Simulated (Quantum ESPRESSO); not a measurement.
Cu2Ta3OsAl2, input and log of a self-consistent run

A calculation, not a measurement. The program is pw.x of Quantum ESPRESSO 7.5 (plane-wave density functional theory). The cell is made up: eight metal atoms on a face-centred cubic lattice, with elements, volume, strain and displacements drawn at random and not relaxed, so it may be unstable or far from any real phase. PseudoDojo standard norm-conserving files set the functional (PBE unless stated); there is no spin polarisation or spin-orbit coupling, the Fermi-Dirac width of 0.25 eV means electrons at about 2900 K, and the masses in the input are unused placeholders. The copper pseudopotential is less sure than most, with forces differing by about three percent and pressure by about two GPa from a second method on plain copper. Heavy elements are run without spin-orbit coupling, which real alloys of them have. A spin test at this wide smearing found no moment, but such smearing suppresses magnetism that the real alloy may have.

Input:

```
&control calculation='scf', pseudo_dir='./dojo.nc.sr.pbe.v0_5.standard.upf', outdir='./o', disk_io='medium', tprnfor=.true., tstress=.true. /
&system ibrav=0, nat=8, ntyp=4, nbnd=63, ecutwfc=92.02030273, nosym=.true., tot_charge=0,
 occupations='smearing', smearing='fd', degauss=0.0183746611
/
&electrons conv_thr=1.470e-08, electron_maxstep=70, mixing_beta=0.5 /
ATOMIC_SPECIES
Al 1.0 Al.upf
Cu 1.0 Cu.upf
Os 1.0 Os.upf
Ta 1.0 Ta.upf
CELL_PARAMETERS angstrom
-3.8725 -0.0065 -0.0399
-1.9627 -3.935 -1.9632
-1.883 -3.9363 5.8123
ATOMIC_POSITIONS angstrom
Cu 0.0157 -0.0154 0.0624
Ta -2.0215 -3.9181 1.9758
Ta -1.9458 -1.9996 0.0151
Ta -3.8362 -5.8943 1.8807
Cu -3.844 -4.0391 3.8043
Os -3.8914 -3.8736 -0.0156
Al -3.8687 -1.892 1.9324
Al -5.7686 -5.907 3.9097
K_POINTS automatic
7 5 4 1 1 1
```

The log is shortened where brackets say so; the opening notice, blank lines, dates and the lines on written files are dropped, and the path of the files is cut. It prints rydbergs, bohrs and kilobars, and counts compression as positive stress. Its total energy is the free energy E - TS of the whole cell.

```
     Program PWSCF v.7.5
     Parallel version (MPI & OpenMP), running on       1 processor cores
     Number of MPI processes:                 1
     Threads/MPI process:                     1
     [start-up lines left out]
     bravais-lattice index     =            0
     lattice parameter (alat)  =       7.3184  a.u.
     unit-cell volume          =     798.8975 (a.u.)^3
     number of atoms/cell      =            8
     number of atomic types    =            4
     number of electrons       =        99.00
     number of Kohn-Sham states=           63
     kinetic-energy cutoff     =      92.0203  Ry
     charge density cutoff     =     368.0812  Ry
     scf convergence threshold =      1.5E-08
     mixing beta               =       0.5000
     number of iterations used =            8  plain     mixing
     Exchange-correlation= PBE
                           (   1   4   3   4   0   0   0)
     [axes and pseudopotential details left out]
   Cartesian axes
     site n.     atom                  positions (alat units)
         1        Cu     tau(   1) = (   0.0040540  -0.0039765   0.0161127  )
         2        Ta     tau(   2) = (  -0.5219858  -1.0117202   0.5101852  )
         3        Ta     tau(   3) = (  -0.5024387  -0.5163308   0.0038991  )
         4        Ta     tau(   4) = (  -0.9905722  -1.5220087   0.4856288  )
         5        Cu     tau(   5) = (  -0.9925863  -1.0429645   0.9823351  )
         6        Os     tau(   6) = (  -1.0048258  -1.0002296  -0.0040282  )
         7        Al     tau(   7) = (  -0.9989643  -0.4885467   0.4989786  )
         8        Al     tau(   8) = (  -1.4895509  -1.5252881   1.0095512  )
     number of k points=    70  Fermi-Dirac smearing, width (Ry)=  0.0184
                       cart. coord. in units 2pi/alat
        k(    1) = (  -0.0714518  -0.0693501   0.0131724), wk =   0.0285714
        k(    2) = (  -0.0726315  -0.1308848   0.1376907), wk =   0.0285714
     [further k points left out]
     Dense  grid:    95297 G-vectors     FFT dimensions: (  45,  60,  90)
     Estimated max dynamical RAM per process >     174.32 MB
     Initial potential from superposition of free atoms
     starting charge      98.9915, renormalised to      99.0000
     Starting wfcs are   68 randomized atomic wfcs
     total cpu time spent up to now is       34.1 secs
     per-process dynamical memory:   104.5 Mb
     Self-consistent Calculation
     iteration #  1     ecut=    92.02 Ry     beta= 0.50
     Davidson diagonalization with overlap
     ethr =  1.00E-02,  avg # of iterations =  3.6
     total cpu time spent up to now is      139.8 secs
     total energy              =   -1350.09462456 Ry
     estimated scf accuracy    <      15.94693555 Ry
     iteration #  2     ecut=    92.02 Ry     beta= 0.50
     Davidson diagonalization with overlap
     ethr =  1.00E-02,  avg # of iterations =  3.0
     total cpu time spent up to now is      250.3 secs
     total energy              =   -1352.82143131 Ry
     estimated scf accuracy    <      91.67136286 Ry
     iteration #  3     ecut=    92.02 Ry     beta= 0.50
     Davidson diagonalization with overlap
     ethr =  1.00E-02,  avg # of iterations =  4.0
     total cpu time spent up to now is      386.6 secs
     total energy              =   -1360.62974837 Ry
     estimated scf accuracy    <       9.56361826 Ry
     iteration #  4     ecut=    92.02 Ry     beta= 0.50
     Davidson diagonalization with overlap
     ethr =  9.66E-03,  avg # of iterations =  1.7
     total cpu time spent up to now is      477.7 secs
     total energy              =   -1361.07216743 Ry
     estimated scf accuracy    <       3.54551891 Ry
     iteration #  5     ecut=    92.02 Ry     beta= 0.50
     Davidson diagonalization with overlap
     ethr =  3.58E-03,  avg # of iterations =  1.0
     total cpu time spent up to now is      569.9 secs
     total energy              =   -1360.86391659 Ry
     estimated scf accuracy    <       2.40811625 Ry
     [iterations 6 to 12 left out]
     iteration # 13     ecut=    92.02 Ry     beta= 0.50
     Davidson diagonalization with overlap
     ethr =  1.86E-07,  avg # of iterations =  2.0
     total cpu time spent up to now is     1556.0 secs
     total energy              =   -1360.73962627 Ry
     estimated scf accuracy    <       0.00006285 Ry
     iteration # 14     ecut=    92.02 Ry     beta= 0.50
     Davidson diagonalization with overlap
     ethr =  6.35E-08,  avg # of iterations =  1.0
     total cpu time spent up to now is     1667.5 secs
     total energy              =   -1360.73963176 Ry
     estimated scf accuracy    <       0.00000197 Ry
     iteration # 15     ecut=    92.02 Ry     beta= 0.50
     Davidson diagonalization with overlap
     ethr =  1.99E-09,  avg # of iterations =  2.0
     total cpu time spent up to now is     1786.5 secs
     total energy              =   -1360.73963206 Ry
     estimated scf accuracy    <       0.00000074 Ry
     iteration # 16     ecut=    92.02 Ry     beta= 0.50
     Davidson diagonalization with overlap
     ethr =  7.45E-10,  avg # of iterations =  2.0
     total cpu time spent up to now is     1895.7 secs
     total energy              =   -1360.73963212 Ry
     estimated scf accuracy    <       0.00000114 Ry
     iteration # 17     ecut=    92.02 Ry     beta= 0.50
     Davidson diagonalization with overlap
     ethr =  7.45E-10,  avg # of iterations =  1.0
     total cpu time spent up to now is     2004.3 secs
     End of self-consistent calculation
     [lines on levels left out]
!    total energy              =   -1360.73963220 Ry
     estimated scf accuracy    <          8.0E-09 Ry
     smearing contrib. (-TS)   =      -0.07817631 Ry
     internal energy E=F+TS    =   -1360.66145590 Ry
     The total energy is F=E-TS. E is the sum of the following terms:
     one-electron contribution =    -676.12570242 Ry
     hartree contribution      =     389.12974977 Ry
     xc contribution           =    -228.13462384 Ry
     ewald contribution        =    -845.53087941 Ry
     convergence has been achieved in  17 iterations
     Forces acting on atoms (cartesian axes, Ry/au):
     atom    1 type  2   force =    -0.00281175    0.01142770   -0.02197721
     atom    2 type  4   force =     0.04012792   -0.02171947    0.01763187
     atom    3 type  4   force =     0.00118469    0.03327002   -0.00713912
     atom    4 type  4   force =    -0.02617663   -0.03685725    0.03120927
     atom    5 type  2   force =    -0.01424898    0.01322757    0.04542606
     atom    6 type  3   force =    -0.00051951    0.00520785   -0.02489830
     atom    7 type  1   force =    -0.00007096    0.00801116   -0.01620004
     atom    8 type  1   force =     0.00251522   -0.01256757   -0.02405251
     Total force =     0.106534     Total SCF correction =     0.000190
     Computing stress (Cartesian axis) and pressure
          total   stress  (Ry/bohr**3)                   (kbar)     P=      122.45
   0.00083208  -0.00000109  -0.00018209          122.40       -0.16      -26.79
  -0.00000109   0.00066300   0.00009303           -0.16       97.53       13.68
  -0.00018209   0.00009303   0.00100205          -26.79       13.68      147.41
     init_run     :     29.37s CPU     33.87s WALL (       1 calls)
     electrons    :   1859.93s CPU   1970.29s WALL (       1 calls)
     forces       :     22.22s CPU     22.49s WALL (       1 calls)
     stress       :     85.04s CPU     87.45s WALL (       1 calls)
     [timing details left out]
     PWSCF        :  33m17.22s CPU  35m17.24s WALL
     JOB DONE.
```

In other units: free energy -18513.806 eV for the cell, pressure 12.24 GPa, largest force component 1.168 eV/Å in size. The run took 2119 s of wall time with one process on a shared machine (AMD EPYC, Zen 5, virtual cores), so the time is rough. A rerun of this cell at a higher cutoff and on a denser mesh moved values by no more than 0.003 eV in energy, 0.03 GPa in stress and 0.008 eV/Å in force, and a second program with other atomic files agreed on that cell to 2 % rms in force and 0.5 GPa in pressure.